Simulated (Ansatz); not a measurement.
# Ansatz 0.2.0, relaxation: Ta

input.yaml:

```yaml
crystal:
  lattice:
    - [-1.67249, 1.67249, 1.67249]
    - [1.67249, -1.67249, 1.67249]
    - [1.67249, 1.67249, -1.67249]
  atoms:
    - { symbol: Ta, position: [0.0, 0.0, 0.0] }
  symmetry: { tolerance: 0.0003 }
kpoints:
  mp_grid: { grid: [11, 11, 11], shift: [0, 0, 0] }
magnetization:
  spin_polarized: false
scf:
  occupations: { method: methfessel_paxton, width: 0.0905 }
  lower_state_search: "off"
hamiltonian:
  pseudopotentials: { kind: paw }
  xc: r2scan
basis:
  ecutwfc: 500
  fft_grid_basis: typed
relax:
  max_steps: 40
  cell: { p_target: 0.0 }
output:
  forces: true
  stress: true
  eigenvalues: true
  bader: true
  populations: true
  elf: true
  write_potential: true
  volumetric_format: npy
  dos:
    e_range: [-12, 8]
    de: 0.05
    projected: { site_lists: { Ta: [Ta] } }
  write_density: true
checkpoint:
  read: saved_state
```

The command:

```bash
ansatz run input.yaml --threads 2 --pin off --max-ram 3584MiB --backend cpu --events-out ev --progress --plain --runs-dir out
```

Origin of the cell: a database entry, scaled a little.

The saved state is a converged single point of the same cell.

Steps («new basis» is an SCF on plane waves selected anew at the same cell):

```json
{"step": "1", "ΔF (meV/atom)": "0.0", "max force component (eV/Å)": "0.000", "P (GPa)": "-7.18", "volume (Å³)": "18.71", "SCF iterations": "4", "step was": "accepted"}
{"step": "2", "ΔF (meV/atom)": "120.4", "max force component (eV/Å)": "0.000", "P (GPa)": "27.15", "volume (Å³)": "16.17", "SCF iterations": "5", "step was": "rejected"}
{"step": "3", "ΔF (meV/atom)": "-16.2", "max force component (eV/Å)": "0.000", "P (GPa)": "-1.30", "volume (Å³)": "18.12", "SCF iterations": "9", "step was": "accepted"}
{"step": "4", "ΔF (meV/atom)": "-16.8", "max force component (eV/Å)": "0.000", "P (GPa)": "0.05", "volume (Å³)": "17.99", "SCF iterations": "4", "step was": "accepted"}
{"step": "5", "ΔF (meV/atom)": "-16.8", "max force component (eV/Å)": "0.000", "P (GPa)": "0.00", "volume (Å³)": "18.00", "SCF iterations": "2", "step was": "accepted"}
{"step": "6", "ΔF (meV/atom)": "-16.5", "max force component (eV/Å)": "0.000", "P (GPa)": "-0.01", "volume (Å³)": "18.00", "SCF iterations": "5", "step was": "new basis"}
```

Before:

Space group Im-3m (No. 229); the run's cell has a = 2.897 Å, b = 2.897 Å, c = 2.897 Å, α = 109.47°, β = 109.47°, γ = 109.47°. Shortest distances: Ta–Ta 2.90 Å.

After:

Space group Im-3m (No. 229); the run's cell has a = 2.859 Å, b = 2.859 Å, c = 2.859 Å, α = 109.47°, β = 109.47°, γ = 109.47°. Shortest distances: Ta–Ta 2.86 Å.

```yaml
crystal:
  lattice:
    - [-1.65085, 1.65085, 1.65085]
    - [1.65085, -1.65085, 1.65085]
    - [1.65085, 1.65085, -1.65085]
  atoms:
    - { symbol: Ta, position: [0.00000, 0.00000, 0.00000] }
```

```yaml
Free_energy_lowered_by: 16.5 meV/atom
Volume_change: -3.83 %
Final_pressure: -0.01 GPa
Relaxation_steps_listed: 6
Formation_energy_elements_under_the_same_functional_gases_as_molecules_uncorrected: -0.001 eV/atom
```

Caveats: no moments, though an odd count or open d shells may carry them; no spin-orbit coupling, though heavy elements are present; the relaxation held the start's symmetry, so the end may be a saddle point.

Time: 11 s of wall time on 2 CPU thread(s) of a shared host, from a saved density.
